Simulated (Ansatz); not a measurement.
Relaxation of a generated trial cell of Al2Cu in the C15 structure type; 6 atoms in the cell, which starts as Fd-3m, origin choice 1 (No. 227), cF24; a = 7.4598 Å, b = 7.4598 Å, c = 7.4598 Å, α = 90.00°, β = 90.00°, γ = 90.00°. The numbers are results of r2SCAN (plane waves to 500 eV, PAW, scalar-relativistic; Ansatz, a program for electronic structure), not measurements. Γ-centred k-mesh 8×8×8 on the run's cell (coarser than for final values), Fermi–Dirac smearing 0.05 eV. This is the first round of the run. 

The optimiser's lines from the output (shortened; P is positive under compression):

```
relax step   1: F+E_penalty+E_count = -15421.68389314 eV  Δ(F+E_penalty+E_count) = +0.000e0 eV  max|allowed force component| = 1.927e-18 eV/Å  Δτ_max = 0.0000 Å  P = -6.364 GPa  Ω = 103.782 Å³  (9 SCF iters, dr2 threshold 1.00e-7 eV, accepted)
relax step   2: F+E_penalty+E_count = -15421.88535053 eV  Δ(F+E_penalty+E_count) = -2.015e-1 eV  max|allowed force component| = 4.491e-17 eV/Å  Δτ_max = 0.0000 Å  P = -0.857 GPa  Ω = 95.465 Å³  (9 SCF iters, dr2 threshold 6.00e-7 eV, accepted)
relax step   3: F+E_penalty+E_count = -15421.88831326 eV  Δ(F+E_penalty+E_count) = -2.963e-3 eV  max|allowed force component| = 1.874e-17 eV/Å  Δτ_max = 0.0000 Å  P = +0.159 GPa  Ω = 94.288 Å³  (8 SCF iters, dr2 threshold 6.00e-7 eV, accepted)
relax step   4: F+E_penalty+E_count = -15421.88834649 eV  Δ(F+E_penalty+E_count) = -3.323e-5 eV  max|allowed force component| = 2.756e-17 eV/Å  Δτ_max = 0.0000 Å  P = -0.003 GPa  Ω = 94.470 Å³  (7 SCF iters, dr2 threshold 6.31e-8 eV, accepted)
relax step   5: F+E_penalty+E_count = -15421.88640107 eV  Δ(F+E_penalty+E_count) = +1.945e-3 eV  max|allowed force component| = 2.853e-17 eV/Å  Δτ_max = 0.0000 Å  P = -0.029 GPa  Ω = 94.470 Å³  stress off target by 2.87e-2 GPa  SCF on the basis re-selected at this cell (its energy is not comparable with the rows above)  (8 SCF iters)
relax step   6: F+E_penalty+E_count = -15421.88641245 eV  Δ(F+E_penalty+E_count) = -1.138e-5 eV  max|allowed force component| = 2.949e-17 eV/Å  Δτ_max = 0.0000 Å  P = -0.000 GPa  Ω = 94.438 Å³  (7 SCF iters, dr2 threshold 2.06e-9 eV, accepted)
relax step   7: F+E_penalty+E_count = -15421.88641245 eV  Δ(F+E_penalty+E_count) = -2.801e-10 eV  max|allowed force component| = 2.949e-17 eV/Å  Δτ_max = 0.0000 Å  P = -0.000 GPa  Ω = 94.438 Å³  stress off target by 1.44e-4 GPa  SCF on the basis re-selected at this cell (its energy is not comparable with the rows above)  (4 SCF iters)
```

From the first to the last row the energy changes by -0.03 eV/atom and the volume by -9.0 %. The last row is marked as not comparable with the walk above it, whose basis was carried along; it does compare with step 1, since both stand on a basis selected at the nominal cutoff for their own cell.

Later rounds, restarted from the end of this one on a renewed k-mesh, logged 3 more steps and released under 0.01 eV/atom more. The final structure after all rounds: Fd-3m, origin choice 1 (No. 227), cF24, cubic Laves (MgCu2 type); a = 7.228 Å, b = 7.228 Å, c = 7.228 Å, α = 90.00°, β = 90.00°, γ = 90.00°. Between re-selections the logged energies stand on a plane-wave basis carried along with the cell. No spin polarisation in the result.

The run could not lose the symmetry of its start, so the end can be a saddle point.

All atoms sit on sites fixed by symmetry, so only the cell could relax.

The relaxed structure here is a generated cell of Al2Cu: the first start was made by placing the elements on the sites of a structure type, and the end was not matched to a known phase here, so it may be hypothetical. Known forms of Al2Cu include space group No. 140.
